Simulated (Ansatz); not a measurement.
The relaxed structure here is a generated cell of GaAs: the first start was made by a random draw of sites in a space group, and the end was not matched to a known phase here, so it may be hypothetical. Known forms of GaAs include space group No. 216.

A structure of GaAs relaxed with PBEsol (plane waves to 420 eV, PAW, scalar-relativistic; Ansatz, an electronic-structure program); single points at other levels follow on the same geometry (Ansatz, PAW; HSE06 at 420 eV on a 6×6×4 k-mesh; no spin-orbit coupling). Space group P-6m2 (No. 187).

Space group P-6m2 (No. 187); a = b = 3.9958 Å, c = 6.6401 Å, α = β = 90.00°, γ = 120.00°

| atom | site | symmetry | x | y | z |
|---|---|---|---|---|---|
| As | 2i | 3m. | 0.6667 | 0.3333 | 0.1851 |
| Ga | 2g | 3m. | 0.0000 | 0.0000 | 0.3148 |

```tsv
level	gap (eV)	kind	conduction minimum
PBEsol	0.27	indirect	20 % of the way from Γ to A
HSE06	(withheld)	–	(withheld)
```

What belongs in the gaps?


- HSE06, gap (eV): 1.10
- HSE06, conduction minimum: k = (0, 0, 0.1)

HSE06 gaps come from a coarse mesh plus a few chosen points, so they may be too large. No spin polarisation in the result.

The run could not lose the symmetry of its start: the end is stationary, and may be a saddle point rather than a minimum.
